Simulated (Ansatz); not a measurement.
Relaxed-ion elastic tensor of La₃Ga (Cu3Au type, Pm-3m) in GPa (Voigt order), LDA in the plane-wave PAW code Ansatz; density 7.41 g/cm³, 27.24 Å³ per atom.

```
72.9  38.5  38.5   0.0   0.0   0.0
38.5  72.9  38.5   0.0   0.0   0.0
38.5  38.5  72.9   0.0   0.0   0.0
 0.0   0.0   0.0  30.7   0.0   0.0
 0.0   0.0   0.0   0.0  30.7   0.0
 0.0   0.0   0.0   0.0   0.0  30.7
```

### Question
Is the crystal mechanically stable?

### Answer
Yes: the smallest eigenvalue of C is 30.7 GPa.

### Question
Work out the Voigt, Reuss and Hill averages.

### Answer
K_V = 50.0, K_R = 50.0, K_H = 50.0; G_V = 25.3, G_R = 23.3, G_H = 24.3 GPa.

### Question
Give Young's modulus, Poisson's ratio, Pugh's ratio and the universal anisotropy index.

### Answer
E = 9KG/(3K + G) = 62.8 GPa; ν = 0.29; K/G = 2.06 (ductile by the Pugh limit of 1.75); A_U = 5G_V/G_R + K_V/K_R − 6 = 0.42.

### Question
Estimate the sound speeds and the Debye temperature.

### Answer
v_l = √((K + 4G/3)/ρ) = 3330 m/s, v_t = √(G/ρ) = 1810 m/s, mean 2020 m/s; Θ = (h/k)(3n/4πV)^(1/3) v_m = 200 K.

### Question
Give the Zener ratio and Young's modulus along [100], [110] and [111].

### Answer
A = 2C44/(C11 − C12) = 1.79; 1/E = S11 − 2(S11 − S12 − S44/2)Γ with Γ = 0, 1/4, 1/3 gives 46.2, 65.7, 76.5 GPa.

The workflow started from an entry of the Crystallography Open Database (COD). Its standing as an ambient phase is unchecked. The LDA relaxation kept the symmetry of its start; of distortions, only those at the zone centre were tested. The volume moved by -40 % from the start of the relaxation. The volume fell by over 15 % from the filed cell, which may lack light atoms or belong to other conditions. As this level gives no gap, shear constants depend on the k-mesh and smearing (Fermi–Dirac, 0.1 eV here). Scalar-relativistic: spin–orbit coupling is off unless named, which matters more the heavier the elements.

Potentials: the later of the program's two PAW sets.
